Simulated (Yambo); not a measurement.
G0W0@PBEsol for K₂LiRhF₆ (space group Fm-3m, No. 225) in Yambo. Reference settings: 2×2×2 Γ-centred k mesh, bands 6 to 200 and a 7 Ry block in the screening, 200 bands in G with the Bruneval-Gonze terminator, plasmon pole fitted at 27.2 eV. The PBEsol gap X → X on this mesh is 1.82 eV; G0W0 gaps are taken between the same points.

With and without the terminator, as bands are cut:

| bands in G (in W) | gap, terminator (eV) | gap, none (eV) | valence shift, terminator (eV) | valence shift, none (eV) |
|---|---|---|---|---|
| 87 (200) | 5.500 | 5.571 | -1.452 | -0.774 |
| 134 (200) | 5.472 | 5.498 | -1.462 | -1.024 |
| 200 (200) | 5.469 | 5.497 | -1.464 | -1.203 |

Over this range the gap spans 0.031 eV with the terminator and 0.074 eV without, the valence shift 0.012 eV and 0.429 eV. Neither column has reached its limit for certain.

Spin-orbit coupling is not included.

Geometry of the Materials Project entry, not relaxed at this level; primitive cell a = b = c = 5.665 Å, α = β = γ = 60.00°.

The structure is a Materials Project entry; no match was found in the copy of COD used, and its stability was not checked.

A shift is the quasiparticle energy of the state minus its PBEsol energy.
